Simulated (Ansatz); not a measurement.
Given:

NiTe:
```
CELL_PARAMETERS angstrom
      3.97062     0.00000     0.00000
     -1.98531     3.43866     0.00000
      0.00000     0.00000     5.18135
ATOMIC_POSITIONS crystal
  Ni 0.00000 0.00000 0.00000
  Ni 0.00000 0.00000 0.50000
  Te 0.33333 0.66667 0.25000
  Te 0.66667 0.33333 0.75000
```

This is the PBEsol-relaxed structure.

Problem. All from DFT-PBEsol in the program Ansatz with PAW potentials, unless another level is named. Predict the electronic character.

Solution. metallic (no gap).

Problem. Predict the density of states at the Fermi level.

Solution. 0.57 states/eV per atom (mean over ±0.08 eV).

Problem. What about the formation energy from the elements (no fitted shifts)?

Solution. -0.22 eV/atom.

Problem. Next, the gap with spin–orbit coupling?

Solution. none (metallic).

Space group P6_3/mmc (NiAs type). The workflow started from an entry of the Crystallography Open Database (COD). Its standing as an ambient phase is unchecked. Symmetry was held in the PBEsol relaxation; whether a distortion lowers the energy is not shown. The workflow began spin-polarised and lost its moments. The references are the lowest solids computed at this level, not always the standard phases. Scalar-relativistic: spin–orbit coupling is off unless named, which matters more the heavier the elements.

Potentials: the later of the program's two PAW sets.
